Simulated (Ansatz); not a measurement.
Piezoelectric tensor of Al$_{5}$GaP$_{6}$

The calculation used Ansatz 0.2.0, DFT PBE, scalar-relativistic, plane waves, PAW. Cutoff 420 eV, 6×6×4 k-points (Γ-centred), fixed occupations. No spin polarisation.

The cell, relaxed at this level:
```yaml
crystal:
  lattice:
    - [6.73217, 0.00000, 0.00000]
    - [-3.36608, 5.83023, 0.00000]
    - [0.00000, 0.00000, 6.38588]
  atoms:
    - { symbol: Al, position: [0.33353, 0.33353, 0.99988] }
    - { symbol: Al, position: [0.00000, 0.66647, 0.99988] }
    - { symbol: Al, position: [0.66647, 0.00000, 0.99988] }
    - { symbol: Al, position: [0.66667, 0.33333, 0.50007] }
    - { symbol: Al, position: [0.33333, 0.66667, 0.50007] }
    - { symbol: Ga, position: [0.00000, 0.00000, 0.50125] }
    - { symbol: P, position: [0.33370, 0.33370, 0.37450] }
    - { symbol: P, position: [0.00000, 0.66630, 0.37450] }
    - { symbol: P, position: [0.66630, 0.00000, 0.37450] }
    - { symbol: P, position: [0.66667, 0.33333, 0.87456] }
    - { symbol: P, position: [0.33333, 0.66667, 0.87456] }
    - { symbol: P, position: [0.00000, 0.00000, 0.87636] }
```

It was reached by relaxing an invented guess, and it needn't be the stable form of this composition.

Question: Give the relaxed-ion proper piezoelectric stress tensor e_iJ (C/m², Voigt columns xx yy zz yz xz xy).

Answer:
```
x    0.018 -0.018  0.000  0.000 -0.032  0.000
y    0.000  0.000  0.000 -0.032  0.000 -0.018
z   -0.040 -0.040  0.018  0.000  0.000  0.000
```
Signs follow the orientation of the cell as given.

Question: With the elastic constants (GPa, Voigt order)
C11 = 149.3, C12 = 54.6, C13 = 39.3, C15 = -0.2, C22 = 149.3, C23 = 39.3, C25 = 0.2, C33 = 169.3, C44 = 38.1, C46 = 0.2, C55 = 38.1, C66 = 47.4 GPa; the others vanish.
find the strain coefficients d = e·C⁻¹ (pC/N).

Answer:
```
x    0.19 -0.19  0.00  0.00 -0.85  0.00
y    0.00  0.00  0.00 -0.85  0.00 -0.37
z   -0.24 -0.24  0.22  0.00  0.00  0.00
```
